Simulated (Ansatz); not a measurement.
Ga2O3 in space group C2/m (No. 12; Pearson symbol mS20), PBE in the plane-wave PAW code Ansatz, all energies at zero smearing, with the estimated change up to a 700 eV cutoff added, with one set of potentials and settings (totals compare only within such a set). Cell of 10 atoms (4 Ga, 6 O): -18540.201 eV.

```json
[
 {"element": "Ga", "reference phase": "Cmce, 4 atoms in the cell", "E (eV/atom)": "-3783.0259"},
 {"element": "O", "reference phase": "C2/m, 4 atoms in the cell, spin-polarised", "E (eV/atom)": "-565.0042"}
]
```

Formation energy per atom, worked out: (-18540.201 − 4×(-3783.0259) − 6×(-565.0042))/10 = -1.807 eV/atom (-174 kJ per mol of atoms), at 0 K, without zero-point energy or fitted corrections.

The cell was relaxed with PBE under the symmetry of its start. The references are the lowest solids computed at this level, not always the standard phases (solids in place of the gases).

Potentials: the earlier of the program's two PAW sets.
